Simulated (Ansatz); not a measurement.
CrCuO$_{2}$ (delafossite type, space group R-3m)

```xyz
4
Lattice="1.4819 0.8556 5.6401 -1.4819 0.8556 5.6401 0.0000 -1.7111 5.6401" Properties=species:S:1:pos:R:3 pbc="T T T"
Cu     0.0000     0.0000     0.0000
Cr     0.0000     0.0000     8.4602
O      0.0000     0.0000     1.8295
O      0.0000     0.0000    15.0910
```

Equation-of-state scan: isotropic scaling of the cell above, V₀ being its volume. The atoms relax within the cell's symmetry.

Computed with PBEsol (plane waves to 420 eV, PAW, scalar-relativistic; Ansatz, a program for electronic structure). k mesh 13×13×13 (Γ-centred), Fermi-Dirac smearing 0.05 eV. The energy includes the smearing's −TS. Compression counts positive. With the shape held, the modulus is that of even scaling; a crystal free to change shape is softer. CrCuO2 is run spin-polarised and with no Hubbard U. CrCuO2 was relaxed with its symmetry unable to fall. Relaxed CrCuO2 ends ferromagnetic. The magnetic order is the one the run started from; other orders were not tried. ΔE is measured from the relaxed starting cell.

```tsv
V (Å³/atom)	ΔE (meV/atom)
9.010	224.6
9.296	147.3
9.582	89.2
9.868	47.5
10.154	20.0
10.440	4.8
10.726	0.0
11.012	4.3
11.298	16.5
11.584	35.3
11.871	60.0
12.157	withheld
12.443	123.5
```

Q: Fit a third-order Birch-Murnaghan form (E₀, V₀, B₀, B₀′ free) to the given rows and predict ΔE at V = 12.157.

A: Least squares on the 12 given rows: ΔE = E₀ + (9V₀B₀/16)·y²·[2 + (B₀′ − 4)y], y = (V₀/V)^(2/3) − 1, with V₀ = 10.726 Å³/atom, B₀ = 189.7 GPa (160.2 GPa = 1 eV/Å³; the term in eV is multiplied by 1000), B₀′ = 4.56, E₀ = 0.05 meV/atom; root-mean-square residual 0.07 meV/atom. At 12.157 the fit gives 89.7 meV/atom; the calculation gives 89.6 meV/atom, so the interpolation is off by 0.1 (+0.1 %). For the pressure the fit gives -17.9 GPa against the computed -17.9 GPa.

(Under strain, the slope of the energy per volume gives the stress and its curvature an elastic modulus.)
